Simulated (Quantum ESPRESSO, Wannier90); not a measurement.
# Wannier functions of Hg (P-1, model phase)

Materials Project entry mp-569360; symmetrised, unrelaxed at this level. This isn't the element's usual structure (rhombohedral); take it as a model of another phase. Level: PBEsol, spinors with spin-orbit coupling; pw.x of Quantum ESPRESSO at 53 Ry with PseudoDojo potentials, 6×4×4 k-points, Wannier90. Density: 14×14×6 mesh, cold smearing 0.01 Ry.

On the energy scale of pw.x, whose zero is arbitrary, the Fermi level lies at 11.51 eV.

Input w.win:

```
num_bands = 6
num_wann = 6
exclude_bands = 1-6,13-106
spinors = true
num_iter = 1000
conv_tol = 1.0e-6
conv_window = 4
write_hr = true
write_u_matrices = true
auto_projections = true
begin unit_cell_cart
ang
    3.3205600000    0.0000000000    0.0000000000
   -1.4721410000    3.0761350000    0.0000000000
   -0.9583350000   -1.3973030000    8.1206090000
end unit_cell_cart
begin atoms_frac
Hg  -0.4139300000 -0.2585800000  0.3352600000
Hg   0.4139300000  0.2585800000 -0.3352600000
Hg   0.0000000000  0.0000000000  0.0000000000
end atoms_frac
mp_grid = 6 4 4
begin kpoints
0.0000000000 0.0000000000 0.0000000000
0.0000000000 0.0000000000 0.2500000000
0.0000000000 0.0000000000 0.5000000000
... (93 more lines: the 6x4x4 mesh through Gamma)
end kpoints
```

Input of pw2wannier90.x that gives the overlap and projection files (equivalent; here they were cut from one run over all bands):

```
&inputpp
  outdir = './out'
  prefix = 'pwscf'
  seedname = 'w'
  write_amn = .true.
  write_mmn = .true.
  scdm_proj = .true.
  scdm_entanglement = 'isolated'
/
```

Output w.wout (banner and timings cut):

```
                                    ------
                                    SYSTEM
                                    ------

                              Lattice Vectors (Ang)
                    a_1     3.320560   0.000000   0.000000
                    a_2    -1.472141   3.076135   0.000000
                    a_3    -0.958335  -1.397303   8.120609

                   Unit Cell Volume:      82.94789  (Ang^3)

                        Reciprocal-Space Vectors (Ang^-1)
                    b_1     1.892207   0.905550   0.379121
                    b_2    -0.000000   2.042558   0.351460
                    b_3     0.000000  -0.000000   0.773733

 *----------------------------------------------------------------------------*
 |   Site       Fractional Coordinate          Cartesian Coordinate (Ang)     |
 +----------------------------------------------------------------------------+
 | hg   1  -0.41393  -0.25858   0.33526   |   -1.31510  -1.26389   2.72252    |
 | hg   2   0.41393   0.25858  -0.33526   |    1.31510   1.26389  -2.72252    |
 | hg   3   0.00000   0.00000   0.00000   |    0.00000   0.00000   0.00000    |
 *----------------------------------------------------------------------------*
                                ------------
                                K-POINT GRID
                                ------------

             Grid size =  6 x  4 x  4      Total points =   96

 *---------------------------------- MAIN ------------------------------------*
 |  Number of Wannier Functions               :                 6             |
 |  Number of Objective Wannier Functions     :                 6             |
 |  Number of input Bloch states              :                 6             |
 |  Output verbosity (1=low, 5=high)          :                 1             |
 |  Timing Level (1=low, 5=high)              :                 1             |
 |  Optimisation (0=memory, 3=speed)          :                 3             |
 |  Length Unit                               :               Ang             |
 |  Post-processing setup (write *.nnkp)      :                 F             |
 |  Using Gamma-only branch of algorithms     :                 F             |
 *----------------------------------------------------------------------------*
 *------------------------------- WANNIERISE ---------------------------------*
 |  Total number of iterations                :              1000             |
 |  Number of CG steps before reset           :                 5             |
 |  Trial step length for line search         :             2.000             |
 |  Convergence tolerence                     :         0.100E-05             |
 |  Convergence window                        :                 4             |
 |  Iterations between writing output         :                 1             |
 |  Iterations between backing up to disk     :               100             |
 |  Write r^2_nm to file                      :                 F             |
 |  Write xyz WF centres to file              :                 F             |
 |  Write on-site energies <0n|H|0n> to file  :                 F             |
 |  Use guiding centre to control phases      :                 F             |
 |  Use phases for initial projections        :                 F             |
 *----------------------------------------------------------------------------*
 *-------------------------------- PLOTTING ----------------------------------*
 |  Plotting Hamiltonian in WF basis          :                 T             |
 *----------------------------------------------------------------------------*

       ... (k-mesh section left out)

 Starting a new Wannier90 calculation ...

 Reading overlaps from w.mmn

 Reading projections from w.amn

 *------------------------------- WANNIERISE ---------------------------------*
 +--------------------------------------------------------------------+<-- CONV
 | Iter  Delta Spread     RMS Gradient      Spread (Ang^2)            |<-- CONV
 +--------------------------------------------------------------------+<-- CONV

 ------------------------------------------------------------------------------
 Initial State
  WF centre and spread    1  ( -1.315109, -1.263882,  2.722522 )     0.28916429
  WF centre and spread    2  (  1.315109,  1.263882, -2.722522 )     0.28916429
  WF centre and spread    3  (  0.000000,  0.000000, -0.000000 )     0.28916738
  WF centre and spread    4  ( -2.005451,  1.263882, -2.722522 )     0.28916430
  WF centre and spread    5  ( -1.315109, -1.263882,  2.722522 )     0.28916430
  WF centre and spread    6  ( -0.000000, -0.000000,  0.000000 )     0.28916737
  Sum of centres and spreads ( -3.320560,  0.000000,  0.000000 )     1.73499194

      0     0.173E+01     0.0000000000        1.7349919364  <-- CONV
        O_D=      0.0000000 O_OD=      0.0000001 O_TOT=      1.7349919 <-- SPRD
 ------------------------------------------------------------------------------
      1    -0.517E-07     0.0002371173        1.7349918847  <-- CONV
        O_D=      0.0000000 O_OD=      0.0000000 O_TOT=      1.7349919 <-- SPRD
      2    -0.448E-07     0.0002944747        1.7349918399  <-- CONV
        O_D=      0.0000000 O_OD=      0.0000000 O_TOT=      1.7349918 <-- SPRD
      3    -0.752E-08     0.0001380447        1.7349918324  <-- CONV
        O_D=      0.0000000 O_OD=      0.0000000 O_TOT=      1.7349918 <-- SPRD
      4    -0.139E-08     0.0000576796        1.7349918310  <-- CONV
        O_D=      0.0000000 O_OD=      0.0000000 O_TOT=      1.7349918 <-- SPRD
             <<<     Delta < 1.000E-06  over  4 iterations     >>>
             <<< Wannierisation convergence criteria satisfied >>>
 Final State
  WF centre and spread    1  ( -1.315109, -1.263882,  2.722522 )     0.28916428
  WF centre and spread    2  (  1.315109,  1.263882, -2.722522 )     0.28916428
  WF centre and spread    3  ( -0.000000, -0.000000,  0.000000 )     0.28916735
  WF centre and spread    4  ( -2.005451,  1.263882, -2.722522 )     0.28916428
  WF centre and spread    5  ( -1.315109, -1.263882,  2.722522 )     0.28916428
  WF centre and spread    6  (  0.000000,  0.000000, -0.000000 )     0.28916735
  Sum of centres and spreads ( -3.320560,  0.000000,  0.000000 )     1.73499183

         Spreads (Ang^2)       Omega I      =     1.734991830
        ================       Omega D      =     0.000000000
                               Omega OD     =     0.000000001
    Final Spread (Ang^2)       Omega Total  =     1.734991831
```
